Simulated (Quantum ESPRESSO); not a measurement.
# AlGaIn2As4: input and log of a self-consistent run

Simulated, not a measurement. The program is pw.x of Quantum ESPRESSO 7.5 (plane-wave density functional theory). The cell is made up: 8 atoms on a zincblende/diamond lattice, with randomly drawn elements, strain and displacements, not relaxed. PseudoDojo standard norm-conserving files (v0.5 for PBE, v0.4.1 for LDA and PBEsol) set the functional; there is no spin polarisation, spin-orbit coupling or dispersion term, and the masses in the input are unused placeholders.

Input:

```
&control calculation='scf', pseudo_dir='./dojo.nc.sr.pbe.v0_5.standard.upf', outdir='./o', disk_io='medium', tprnfor=.true., tstress=.true. /
&system ibrav=0, nat=8, ntyp=4, nbnd=57, ecutwfc=84.00895049, nosym=.true., tot_charge=0,
 occupations='smearing', smearing='fd', degauss=0.0018374661
/
&electrons conv_thr=7.350e-09, electron_maxstep=60, /
ATOMIC_SPECIES
Al 1.0 Al.upf
As 1.0 As.upf
Ga 1.0 Ga.upf
In 1.0 In.upf
CELL_PARAMETERS angstrom
5.9416 0.0 0.0
0.0 5.9416 0.0
0.0 0.0 5.9416
ATOMIC_POSITIONS angstrom
Al -0.0262 -0.0054 -0.0489
Ga -0.0031 2.9902 2.9698
In 2.9827 -0.0352 2.963
In 2.9875 2.9441 0.0065
As 1.5146 1.4648 1.4705
As 1.4991 4.4584 4.4759
As 4.407 1.5121 4.4404
As 4.502 4.445 1.4905
K_POINTS automatic
4 4 4 1 1 1
```

The log is shortened where brackets say so; the opening notice, blank lines, dates and the lines on written files are dropped, and the path of the files is cut. It prints rydbergs, bohrs and kilobars, and counts compression as positive stress.

```
     Program PWSCF v.7.5
     Parallel version (MPI & OpenMP), running on       1 processor cores
     Number of MPI processes:                 1
     Threads/MPI process:                     1
     [start-up lines left out]
     bravais-lattice index     =            0
     lattice parameter (alat)  =      11.2280  a.u.
     unit-cell volume          =    1415.4901 (a.u.)^3
     number of atoms/cell      =            8
     number of atomic types    =            4
     number of electrons       =       102.00
     number of Kohn-Sham states=           57
     kinetic-energy cutoff     =      84.0090  Ry
     charge density cutoff     =     336.0358  Ry
     scf convergence threshold =      7.3E-09
     mixing beta               =       0.7000
     number of iterations used =            8  plain     mixing
     Exchange-correlation= PBE
                           (   1   4   3   4   0   0   0)
     [axes and pseudopotential details left out]
   Cartesian axes
     site n.     atom                  positions (alat units)
         1        Al     tau(   1) = (  -0.0044096  -0.0009088  -0.0082301  )
         2        Ga     tau(   2) = (  -0.0005217   0.5032651   0.4998317  )
         3        In     tau(   3) = (   0.5020028  -0.0059243   0.4986872  )
         4        In     tau(   4) = (   0.5028107   0.4955063   0.0010940  )
         5        As     tau(   5) = (   0.2549145   0.2465329   0.2474923  )
         6        As     tau(   6) = (   0.2523058   0.7503703   0.7533156  )
         7        As     tau(   7) = (   0.7417194   0.2544937   0.7473408  )
         8        As     tau(   8) = (   0.7577084   0.7481150   0.2508584  )
     number of k points=    32  Fermi-Dirac smearing, width (Ry)=  0.0018
                       cart. coord. in units 2pi/alat
        k(    1) = (   0.1250000   0.1250000   0.1250000), wk =   0.0625000
        k(    2) = (   0.1250000   0.1250000   0.3750000), wk =   0.0625000
     [further k points left out]
     Dense  grid:   147277 G-vectors     FFT dimensions: (  72,  72,  72)
     Estimated max dynamical RAM per process >     227.44 MB
     Initial potential from superposition of free atoms
     starting charge     101.9861, renormalised to     102.0000
     Starting wfcs are   67 randomized atomic wfcs
     total cpu time spent up to now is       19.4 secs
     per-process dynamical memory:   119.9 Mb
     Self-consistent Calculation
     iteration #  1     ecut=    84.01 Ry     beta= 0.70
     Davidson diagonalization with overlap
     ethr =  1.00E-02,  avg # of iterations =  3.6
     Threshold (ethr) on eigenvalues was too large:
     Diagonalizing with lowered threshold
     Davidson diagonalization with overlap
     ethr =  2.30E-04,  avg # of iterations =  4.9
     total cpu time spent up to now is      120.3 secs
     total energy              =   -1272.01119178 Ry
     estimated scf accuracy    <       0.24762538 Ry
     iteration #  2     ecut=    84.01 Ry     beta= 0.70
     Davidson diagonalization with overlap
     ethr =  2.43E-04,  avg # of iterations =  3.2
     total cpu time spent up to now is      165.3 secs
     total energy              =   -1272.06444847 Ry
     estimated scf accuracy    <       0.05157312 Ry
     iteration #  3     ecut=    84.01 Ry     beta= 0.70
     Davidson diagonalization with overlap
     ethr =  5.06E-05,  avg # of iterations =  5.0
     total cpu time spent up to now is      207.9 secs
     total energy              =   -1272.07522958 Ry
     estimated scf accuracy    <       0.00255447 Ry
     iteration #  4     ecut=    84.01 Ry     beta= 0.70
     Davidson diagonalization with overlap
     c_bands:  1 eigenvalues not converged
     c_bands:  1 eigenvalues not converged
     c_bands:  1 eigenvalues not converged
     ethr =  2.50E-06,  avg # of iterations =  8.6
     total cpu time spent up to now is      286.4 secs
     total energy              =   -1272.07560928 Ry
     estimated scf accuracy    <       0.00214165 Ry
     iteration #  5     ecut=    84.01 Ry     beta= 0.70
     Davidson diagonalization with overlap
     ethr =  2.10E-06,  avg # of iterations =  3.2
     total cpu time spent up to now is      330.9 secs
     total energy              =   -1272.07598801 Ry
     estimated scf accuracy    <       0.00006569 Ry
     iteration #  6     ecut=    84.01 Ry     beta= 0.70
     Davidson diagonalization with overlap
     ethr =  6.44E-08,  avg # of iterations =  4.0
     total cpu time spent up to now is      390.5 secs
     total energy              =   -1272.07601246 Ry
     estimated scf accuracy    <       0.00000910 Ry
     iteration #  7     ecut=    84.01 Ry     beta= 0.70
     Davidson diagonalization with overlap
     ethr =  8.92E-09,  avg # of iterations =  2.2
     total cpu time spent up to now is      461.1 secs
     total energy              =   -1272.07601370 Ry
     estimated scf accuracy    <       0.00000219 Ry
     iteration #  8     ecut=    84.01 Ry     beta= 0.70
     Davidson diagonalization with overlap
     ethr =  2.15E-09,  avg # of iterations =  2.0
     total cpu time spent up to now is      530.3 secs
     total energy              =   -1272.07601408 Ry
     estimated scf accuracy    <       0.00000010 Ry
     iteration #  9     ecut=    84.01 Ry     beta= 0.70
     Davidson diagonalization with overlap
     ethr =  9.53E-11,  avg # of iterations =  5.0
     total cpu time spent up to now is      619.2 secs
     total energy              =   -1272.07601415 Ry
     estimated scf accuracy    <       0.00000004 Ry
     iteration # 10     ecut=    84.01 Ry     beta= 0.70
     Davidson diagonalization with overlap
     ethr =  3.45E-11,  avg # of iterations =  2.0
     total cpu time spent up to now is      676.1 secs
     End of self-consistent calculation
     [lines on levels left out]
!    total energy              =   -1272.07601415 Ry
     estimated scf accuracy    <          5.9E-09 Ry
     smearing contrib. (-TS)   =      -0.00000000 Ry
     internal energy E=F+TS    =   -1272.07601415 Ry
     The total energy is F=E-TS. E is the sum of the following terms:
     one-electron contribution =    -724.83017126 Ry
     hartree contribution      =     419.07748770 Ry
     xc contribution           =    -314.28908740 Ry
     ewald contribution        =    -652.03424318 Ry
     convergence has been achieved in  10 iterations
     Forces acting on atoms (cartesian axes, Ry/au):
     atom    1 type  1   force =     0.00644286    0.00799278    0.00748566
     atom    2 type  3   force =     0.01081668   -0.00898849    0.00152010
     atom    3 type  4   force =    -0.00251675    0.00214442   -0.00311693
     atom    4 type  4   force =    -0.00574729    0.01625294    0.01081636
     atom    5 type  2   force =    -0.06483821   -0.00511848    0.00161895
     atom    6 type  2   force =    -0.05297239   -0.00159651    0.00011542
     atom    7 type  2   force =     0.06851845   -0.01442587   -0.00691666
     atom    8 type  2   force =     0.04029665    0.00373920   -0.01152290
     Total force =     0.120661     Total SCF correction =     0.000407
     Computing stress (Cartesian axis) and pressure
          total   stress  (Ry/bohr**3)                   (kbar)     P=       14.11
   0.00008635  -0.00001294  -0.00003351           12.70       -1.90       -4.93
  -0.00001294   0.00009953  -0.00000141           -1.90       14.64       -0.21
  -0.00003351  -0.00000141   0.00010187           -4.93       -0.21       14.99
     init_run     :     16.81s CPU     19.21s WALL (       1 calls)
     electrons    :    616.83s CPU    656.68s WALL (       1 calls)
     forces       :     10.70s CPU     10.85s WALL (       1 calls)
     stress       :     38.46s CPU     39.67s WALL (       1 calls)
     [timing details left out]
     PWSCF        :  11m23.24s CPU  12m 7.26s WALL
     JOB DONE.
```

In other units: free energy -17307.476 eV for the cell, pressure 1.41 GPa, largest force component 1.762 eV/Å. A rerun of the same cell at another strain at 1437 eV and a 6 x 6 x 6 mesh moved values by no more than 0.014 eV in energy, 0.02 GPa in stress and 0.002 eV/Å in force.